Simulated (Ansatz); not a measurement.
PbOS as a Janus 1T monolayer was relaxed with 5 functionals in Ansatz, cell and atoms free, the symmetry of the start kept (meshes: PBE 12×12×1, r2SCAN 12×12×1, PBEsol 12×12×1, LDA 12×12×1, HSE06 6×6×1). No spin polarisation. The prototype was imposed, so other structures may be more stable.

The PBEsol result:
```cif
data_structure
_symmetry_space_group_name_H-M 'P 1'
_symmetry_Int_Tables_number 1
_cell_length_a 3.5840
_cell_length_b 3.5840
_cell_length_c 29.3659
_cell_angle_alpha 90.000
_cell_angle_beta 90.000
_cell_angle_gamma 120.000
_cell_volume 326.68
loop_
_atom_site_label
_atom_site_type_symbol
_atom_site_fract_x
_atom_site_fract_y
_atom_site_fract_z
_atom_site_occupancy
Pb1 Pb 0.00000 0.00000 0.31354 1
O1 O 0.33333 0.66667 0.34645 1
S1 S 0.66667 0.33333 0.25944 1
```
The sheet repeats along a and b alone.

In-plane lattice: a = 3.584 Å, b = 3.584 Å, γ = 120.0°; thickness between the outer nuclei 2.56 Å. Pb is surrounded by 3 O at 2.28 Å and 3 S at 2.61 Å; O is surrounded by 3 Pb at 2.28 Å; S is surrounded by 3 Pb at 2.61 Å.

(1) What lattice does PBE give?

(2) What lattice does LDA give?

(3) Held at the r2SCAN cell, what mean stress do LDA and PBE find, and does its sign point to their own minimum?

Answers

(1) a = 3.641 Å; the area differs by +3.2 % from PBEsol's. Pb is surrounded by 3 O at 2.32 Å and 3 S at 2.64 Å; O is surrounded by 3 Pb at 2.32 Å; S is surrounded by 3 Pb at 2.64 Å.

(2) a = 3.553 Å; the area differs by -1.7 % from PBEsol's. Pb has 3 O at 2.26 Å and 3 S at 2.59 Å; O has 3 Pb at 2.26 Å; S has 3 Pb at 2.59 Å.

(3) Yes. LDA -1.69 N/m, and its relaxed area is -2.6 % from r2SCAN's; PBE +1.77 N/m, and its relaxed area is +2.2 % from r2SCAN's. Compression counts positive, so a positive stress asks for a larger cell.
